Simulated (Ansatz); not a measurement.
BaHfO3:
```cif
data_BaHfO3
_chemical_formula_sum 'Ba1 Hf1 O3'
_space_group_name_H-M_alt 'P 1'
_space_group_IT_number 1
_cell_length_a 4.17718
_cell_length_b 4.17718
_cell_length_c 4.17718
_cell_angle_alpha 90.000
_cell_angle_beta 90.000
_cell_angle_gamma 90.000
loop_
_space_group_symop_operation_xyz
  'x, y, z'
loop_
_atom_site_label
_atom_site_type_symbol
_atom_site_fract_x
_atom_site_fract_y
_atom_site_fract_z
_atom_site_occupancy
Ba1 Ba 0.00000 0.00000 0.00000 1
Hf1 Hf 0.50000 0.50000 0.50000 1
O1 O 0.00000 0.50000 0.50000 1
O2 O 0.50000 0.50000 0.00000 1
O3 O 0.50000 0.00000 0.50000 1
```

Relaxed with r²SCAN.

Problem. Give the optical modes at the zone centre with their infrared and Raman activity from DFPT, DFT-r²SCAN in the program Ansatz with PAW potentials.

Solution. Transverse frequencies, without the LO–TO term; a row sums one degenerate level.

| ω (cm⁻¹) | degeneracy | IR ((D/Å)²/amu) | Raman (Å⁴/amu) | activity | symmetry |
|---|---|---|---|---|---|
| 110 | 3 | 13.93 | 0 | IR | T1u |
| 196 | 3 | 81.78 | 0 | IR | T1u |
| 219 | 3 | 0.00 | 0 | silent | T2u |
| 519 | 3 | 43.16 | 0 | IR | T1u |

Problem. How high does the top mode go among those that the LO–TO term moves?

Solution. 681 cm⁻¹ for q along x.

Space group Pm-3m (cubic perovskite). The cell was relaxed with r²SCAN under the symmetry of its start; phonons on a q-mesh show no instability. No spin polarisation was allowed. Scalar-relativistic: spin–orbit coupling is off unless named, which matters more the heavier the elements.

Potentials: the later of the program's two PAW sets.
